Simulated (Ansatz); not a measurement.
Starting cell, MgO (rock salt):

```xyz
2
Lattice="0.0000 2.1022 2.1022 2.1022 0.0000 2.1022 2.1022 2.1022 0.0000" Properties=species:S:1:pos:R:3 pbc="T T T"
O      0.0000     0.0000     0.0000
Mg     2.1022     2.1022     2.1022
```

In this cell atom 1 (O, nearest neighbour Mg at 2.102 Å; its periodic images, 3.0 Å or more away, move with it) is moved by u·(1.000, 0.000, 0.000) + v·(0.000, 1.000, 0.000); the rest is frozen.

All values below come from r2SCAN (plane waves to 500 eV, PAW, scalar-relativistic; Ansatz, a first-principles code). k mesh 11×11×11 (Γ-centred), Fermi-Dirac smearing 0.05 eV. E stands for the smeared free energy. Fu and Fv are the components of the force on the atom. MgO was relaxed with its symmetry unable to fall. ΔE is measured from the undisplaced structure. Axes are in Å.

ΔE (meV/cell), with u across and v down:

```
v \ u   -0.320  -0.160  0.000  0.160  0.320
------  ------  ------  -----  -----  -----
-0.320     653     443    399    443    653
-0.160     443     150     79    150    443
0.000      399      79      0     79    399
0.160      443     150     79    150    443
0.320      653     443    399    443    653
```

Fv (eV/Å), with u across and v down:

```tsv
v \ u	-0.320	-0.160	0.000	0.160	0.320
-0.320	2.24	2.99	3.23	2.99	2.24
-0.160	0.63	0.97	1.07	0.97	0.63
0.000	0.00	0.00	0.00	0.00	0.00
0.160	-0.63	-0.97	-1.07	-0.97	-0.63
0.320	-2.24	-2.99	-3.23	-2.99	-2.24
```

Key numbers:

Lowest place on the grid: u = 0.000 Å, v = 0.000 Å (0 meV/cell). Highest place on the grid, met at several equal points: u = -0.320 Å, v = -0.320 Å; u = 0.320 Å, v = -0.320 Å; u = -0.320 Å, v = 0.320 Å; u = 0.320 Å, v = 0.320 Å (653 meV/cell).

The 25 points together took around 5 core-minutes (rough).

(A displaced cell: forces are minus the slopes of the energy, force constants its curvatures, and phonons follow from these.)
